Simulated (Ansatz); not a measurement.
The cell below belongs to a search over invented structures; it isn't taken from experiment.

Input and command of a plane-wave DFT calculation in Ansatz:

```yaml
crystal:
  lattice:
    - [2.9472312704, 0.0, 0.0]
    - [0.0, 2.9472312704, 0.0]
    - [0.0, 0.0, 11.2247300657]
  atoms:
    - { symbol: Be, position: [0.0, 0.0, 0.0] }
    - { symbol: Zn, position: [0.5, 0.5, 0.1987961635] }
    - { symbol: Zn, position: [0.5, 0.5, 0.8012038365] }
    - { symbol: Zn, position: [0.0, 0.5, 0.3825065071] }
    - { symbol: Zn, position: [0.5, 0.0, 0.6174934929] }
    - { symbol: O, position: [0.5, 0.0, 0.9228855498] }
    - { symbol: O, position: [0.0, 0.5, 0.0771144502] }
    - { symbol: O, position: [0.0, 0.0, 0.5] }
basis:
  ecutwfc: 500
kpoints:
  mp_grid: { grid: [10, 10, 4] }
hamiltonian:
  xc: r2scan
scf:
  occupations: { method: gaussian, width: 0.1 }
output:
  forces: true
  stress: true
  eigenvalues: true
```

```bash
ansatz run input.yaml --threads 1 --pin off --max-ram 2560MiB --backend cpu --events-out ev --progress --plain --runs-dir out
```

Processor: AMD EPYC 7R43 64-Core Processor (Zen 3), 1 thread, on a host shared with other jobs.

Question: How long does it run, and how much memory does it take?

Answer: About 70 s, peak memory 0.69 GiB. It solves 42 bands at 63 k points (after reduction by symmetry) with about 2481 plane waves, in 10 SCF iterations.
